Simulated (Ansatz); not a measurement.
Ti (hcp, Mg type)

```
CELL_PARAMETERS angstrom
      2.93885     0.00000     0.00000
     -1.46943     2.54512     0.00000
      0.00000     0.00000     4.64996
ATOMIC_POSITIONS crystal
  Ti 0.33333 0.66667 0.75000
  Ti 0.66667 0.33333 0.25000
```

This relaxed cell (volume V₀) is scaled evenly in all directions, its shape held. Symmetry pins the atoms to their sites.

Method: PBE (plane waves to 420 eV, PAW, scalar-relativistic; Ansatz, a first-principles code). k mesh 18×18×10 (Γ-centred), Fermi-Dirac smearing 0.05 eV. Compression counts positive. The PAW data are Ansatz's earlier set. Ti is run without spin polarisation. Ti was relaxed with its symmetry unable to fall.

At one point of the scan the stress tensor (GPa) is:

```
    6.7      0.0      0.0
    0.0      6.7      0.0
    0.0      0.0      6.9
```

### Question
Which point is it?
A. V/V₀ = 0.840
B. V/V₀ = 0.973
C. V/V₀ = 0.947
D. V/V₀ = 0.893

### Answer
C, V/V₀ = 0.947

(A scan under strain: stresses follow from slopes of the energy per volume, elastic moduli from its curvatures.)
